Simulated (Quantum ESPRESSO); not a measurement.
```
WS2
1.0
    3.09843     0.00000     0.00000
   -1.54922     2.68332     0.00000
    0.00000     0.00000    16.10000
S W
2 1
Direct
  0.00000   0.00000   0.90159
  0.00000   0.00000   0.09841
  0.66667   0.33333   0.00000
```

The PBEsol cell relaxed from Materials Project entry mp-224 was given a biaxial strain of -1.5 % in the plane, and the atoms were relaxed again, with the Coulomb interaction truncated along z.

Q: What does PBEsol (pw.x of Quantum ESPRESSO, ONCV potentials, without SOC) give for the electronic structure near the Fermi level?

A: The PBEsol gap is indirect, 1.93 eV, from K to 50 % of the way from K to Γ; the smallest direct gap is 2.17 eV. The valence-band maximum lies 5.66 eV below the vacuum level. Spin-orbit coupling is left out, which matters for elements this heavy: edges can move by tenths of an eV.
